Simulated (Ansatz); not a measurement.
### Question
Each is relaxed and computed with r²SCAN in the plane-wave PAW code Ansatz. Which alone has a direct gap?
A. PbS2, I4/mcm (Pb on 4a, S on 8h)
B. Ga2Sn2S5, Pna2_1 (Pearson symbol oP36)
C. PbS, zinc blende
D. SnPb4S5, I4/mmm (Pearson symbol tI20)

### Answer
D, SnPb4S5, I4/mmm (Pearson symbol tI20). SnPb4S5: gap 0.28 eV (direct); PbS2: gap 0.28 eV (indirect); PbS: gap 0.95 eV (indirect); Ga2Sn2S5: gap 1.97 eV (indirect). Constructed cells (a structure type filled with these elements, in neither database checked): PbS, zinc blende. Not the usual ambient phase: PbS, zinc blende. Standing as an ambient phase not checked: SnPb4S5, I4/mmm (Pearson symbol tI20); PbS2, I4/mcm (Pb on 4a, S on 8h); Ga2Sn2S5, Pna2_1 (Pearson symbol oP36). Unstable at this level: PbS, zinc blende. All cells were relaxed under the symmetry of their starts (and spin orders); stability against distortions was not tested throughout. Spin–orbit coupling is left out wherever it is not named.

Potentials: the later of the program's two PAW sets.
